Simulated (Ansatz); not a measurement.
Zn2SeS in space group R3m (No. 160; Zn on 3a, Zn on 3a, Se on 3a, S on 3a), r²SCAN (plane waves, PAW; program Ansatz). The conduction-band minimum lies at Γ, with 1 equivalent valley. Second derivatives d²E/dk² of the lowest band at one valley (eV·Å²), along Cartesian directions:

```json
[
 {"direction": "[100]", "d²E/dk²": "46.98"},
 {"direction": "[010]", "d²E/dk²": "46.98"},
 {"direction": "[001]", "d²E/dk²": "46.41"},
 {"direction": "[110]", "d²E/dk²": "46.98"},
 {"direction": "[101]", "d²E/dk²": "46.71"},
 {"direction": "[011]", "d²E/dk²": "46.70"}
]
```

Task: Find the principal effective masses, the density-of-states mass and the conductivity mass.

Result: Off-diagonal terms follow from H_xy = H[110] − (H_xx + H_yy)/2, and m*/mₑ = 7.620 eV·Å² over each eigenvalue: 0.16, 0.16, 0.16. One valley's DOS mass (m₁m₂m₃)^(1/3) = 0.16, conductivity mass 3/(Σ 1/mᵢ) = 0.16 mₑ.

Task: What effective density of states Nc follows at 300 K for parabolic valleys?

Result: Nc = 2.509e19 × 1 × (0.16)^(3/2) ≈ 1.6e18 cm⁻³.

The first step of the workflow began from a Materials Project structure, measured or hypothetical; the Crystallography Open Database copy checked does not list it. Whether it is the stable phase at ambient conditions was not checked. The cell was relaxed with r²SCAN under the symmetry of its start; whether a distortion lowers the energy is not shown. Scalar-relativistic: spin–orbit coupling is off unless named, which matters more the heavier the elements.

Potentials: the later of the program's two PAW sets.

Edges and masses are those of Kohn–Sham bands, whose gap is no quasiparticle gap.
